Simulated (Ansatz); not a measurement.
## EuZn3 (AuCu3-type structure)

Method: PBE+U (U_eff = 7 eV on Eu 4f), scalar-relativistic; collinear spin; PAW, 420 eV, Γ-centred 6×6×6 mesh, 0.05 eV Gaussian smearing; code Ansatz. The datasets are Ansatz's generated set soft_2.

```
Eu Zn
1.0
     4.47331    0.00000    0.00000
     0.00000    4.47331    0.00000
     0.00000    0.00000    4.47331
Eu Zn
1 3
Direct
  0.00000 0.00000 0.00000
  0.00000 0.50000 0.50000
  0.50000 0.50000 0.00000
  0.50000 0.00000 0.50000
```

This is a trial structure made by placing the elements on a prototype's sites, so it needn't be the stable form.

Magnetic state: ferromagnetic, site spin moments Eu 6.96; Zn 0.06 μB.

The pressure at this geometry is 0.1 GPa.

Q: Which orbitals carry the states at the Fermi level, and how many states are there?

A: Within 0.1 eV of it: Eu 5d 83 % (shares among the projected shells, which hold 70 % of the states there; no valence p shell of Eu is among them). The density of states at the Fermi level is about 2.4 states/eV per cell, averaged over 0.3 eV.

Density of states (tetrahedra, averaged over 0.3 eV; states/eV per cell of 4 atoms; energy in eV from the Fermi level; projections on Löwdin-orthogonalised atomic orbitals, summed over sites):

```csv
E,total,Zn 3d up,Zn 3d down,Eu 4f up,Zn 4s,Eu 5d up
-7.60,0.0,0.0,0.0,0.0,0.0,0.0
-7.30,15.3,8.8,6.0,0.0,0.3,0.1
-7.00,67.2,32.2,33.9,0.0,0.4,0.2
-6.70,18.0,8.2,9.5,0.0,0.2,0.0
-6.40,0.6,0.1,0.1,0.0,0.2,0.0
-6.10,0.7,0.1,0.0,0.0,0.4,0.0
-5.80,0.8,0.0,0.0,0.0,0.5,0.1
-5.50,1.0,0.0,0.0,0.0,0.7,0.1
-5.20,1.1,0.0,0.0,0.0,0.7,0.1
-4.90,1.0,0.0,0.0,0.0,0.6,0.1
-4.60,0.8,0.0,0.0,0.0,0.4,0.1
-4.30,0.7,0.0,0.0,0.0,0.4,0.1
-4.00,0.9,0.0,0.0,0.0,0.5,0.1
-3.70,1.4,0.0,0.0,0.1,0.7,0.2
-3.40,1.8,0.0,0.0,0.2,0.9,0.2
-3.10,2.8,0.1,0.0,0.7,1.3,0.3
-2.80,5.2,0.0,0.0,3.7,0.9,0.1
-2.50,18.9,0.1,0.0,17.3,0.8,0.2
-2.20,1.8,0.0,0.0,0.7,0.6,0.2
-1.90,1.3,0.0,0.0,0.2,0.5,0.2
-1.60,1.3,0.0,0.0,0.1,0.5,0.3
-1.30,0.9,0.0,0.0,0.0,0.3,0.2
-1.00,1.2,0.0,0.0,0.0,0.2,0.4
-0.70,1.6,0.0,0.0,0.0,0.2,0.4
-0.40,2.0,0.0,0.0,0.0,0.2,0.5
-0.10,2.3,0.0,0.0,0.0,0.1,1.0
0.20,2.9,0.0,0.0,0.0,0.1,1.2
0.50,3.0,0.0,0.0,0.0,0.1,0.7
0.80,2.2,0.0,0.0,0.0,0.1,0.4
1.10,1.6,0.0,0.0,0.0,0.1,0.4
1.40,1.6,0.0,0.0,0.0,0.2,0.3
1.70,1.9,0.0,0.0,0.0,0.4,0.2
2.00,1.0,0.0,0.0,0.0,0.2,0.1
2.30,1.3,0.0,0.0,0.0,0.1,0.3
2.60,1.8,0.0,0.0,0.0,0.2,0.3
2.90,2.4,0.0,0.0,0.0,0.3,0.4
3.20,2.0,0.0,0.0,0.0,0.2,0.4
3.50,2.0,0.0,0.0,0.0,0.2,0.4
3.80,2.6,0.0,0.0,0.0,0.3,0.7
4.10,2.8,0.0,0.0,0.0,0.2,1.1
```

Scalar-relativistic only: spin–orbit splittings of the heavy atoms' levels are missing. Site moments are of spin, integrated over atomic spheres. A U of this size is made for insulators; in a metal, as here, it tends to take f weight out of the bonding and to swell the cell. The moments were started parallel, and the real magnetic order may be another.
